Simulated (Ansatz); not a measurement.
The relaxed structure here is a generated cell of TiB2: the first start was made by placing the elements on the sites of a structure type, and the end was not matched to a known phase here, so it may be hypothetical. Known forms of TiB2 include space group No. 191.

A relaxed structure of TiB₂. Space group C2/m (No. 12). Method: PBEsol (plane waves to 420 eV, PAW, scalar-relativistic; Ansatz, an electronic-structure program).

Space group C2/m (No. 12); a = 8.1148 Å, b = 3.0307 Å, c = 4.5640 Å, α = γ = 90.00°, β = 104.36°

```csv
atom,site,symmetry,x,y,z
B,4i,m,0.4489,0.0000,0.1451
B,4i,m,0.0850,0.0000,0.6732
Ti,4i,m,0.1784,0.0000,0.2128
```
(The calculation used a cell of 6 atoms; values per cell refer to that cell.)

| Property | Value |
|---|---|
| Volume per atom | 9.06 Å³ |
| Density | 4.24 g/cm³ |
| Band gap | zero (metallic) |
| Shortest distances | B–B 1.73 Å; B–Ti 2.28 Å; Ti–Ti 2.92 Å |
| k-mesh | 15×15×10 |

Band energies at high-symmetry points (eV from the Fermi level; labels of this space group; no spin-orbit coupling), from −5 eV up to 3.1 eV:

```csv
point,energies
Γ,-3.45 -3.31 -3.03 -2.71 -1.38 -0.96 0.38 1.58 1.88 2.10 2.98
C,-4.96 -3.06 -2.78 -2.07 -1.76 -1.54 -0.41 2.68
C2,-4.96 -3.06 -2.78 -2.07 -1.76 -1.54 -0.41 2.68
Y2,-3.69 -2.40 -1.37 -0.72 0.13 0.35 1.01 1.54 1.85 1.92 2.43
M2,-1.94 -1.82 -1.79 -1.55 -1.15 0.21 0.29 1.14 2.38 2.58
D,-3.55 -3.43 -2.53 -2.07 -1.30 -0.97 0.96 1.86 2.07 2.93
D2,-3.55 -3.43 -2.53 -2.07 -1.30 -0.97 0.96 1.86 2.07 2.93
A,-4.61 -4.30 -2.74 -2.24 -2.21 -1.98 -1.46 -0.66 0.68 2.66 2.73 2.88
```

No spin polarisation in the result.

It was reached from a disturbed copy of a Fddd (No. 70) cell, against which it lies -0.77 eV/atom.
